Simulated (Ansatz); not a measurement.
A geometry of HfIr₃ away from equilibrium: the start of the relaxation of a relaxed HfIr3 cell, doubled along one cell vector, shaken by Gaussian noise of σ = 0.08 Å a coordinate. Method: PBEsol (plane waves to 420 eV, PAW, scalar-relativistic; Ansatz, a program for electronic structure). Γ-centred k-mesh 7×7×6 on the run's cell (coarser than for final values), Fermi–Dirac smearing 0.05 eV.

```xyz
8
Lattice="2.7908 -3.8277 0.0000 2.7908 3.8277 0.0000 0.0000 0.0000 5.6958" Properties=species:S:1:pos:R:3:forces:R:3 pbc="T T T" free_energy=-101993.276 pressure_GPa=7.0
Hf     0.0482    -0.0355     0.0073   -1.6260    0.6980    0.1667
Hf    -0.0767    -0.1155     2.8770    0.9016    1.8263   -0.1204
Ir     2.6368    -0.0847    -0.0691    3.0578    1.4826    0.6425
Ir     2.8944     0.0388     2.6864   -1.2226   -0.1830    1.1631
Ir     1.4530     1.9282     1.5449   -1.1417   -1.2062   -1.7369
Ir     1.4055     1.8298     4.3886    0.1528    0.9864   -1.5191
Ir     1.3839    -1.8016     1.3736    0.7666   -1.7241    0.4701
Ir     1.4810    -1.7847     4.1297   -0.8885   -1.8800    0.9340
```

Positions in Å, forces in eV/Å, free energy of the cell in eV (comparable only within this code, potentials and settings). Largest force: 3.46 eV/Å, on Ir3 (atoms numbered as listed); the geometry lies 0.15 eV/atom above the end of its relaxation.

No spin polarisation in the result.

The end of the path is a generated cell of HfIr3: the first start was made by placing the elements on the sites of a structure type, and the end was not matched to a known phase here, so it may be hypothetical.
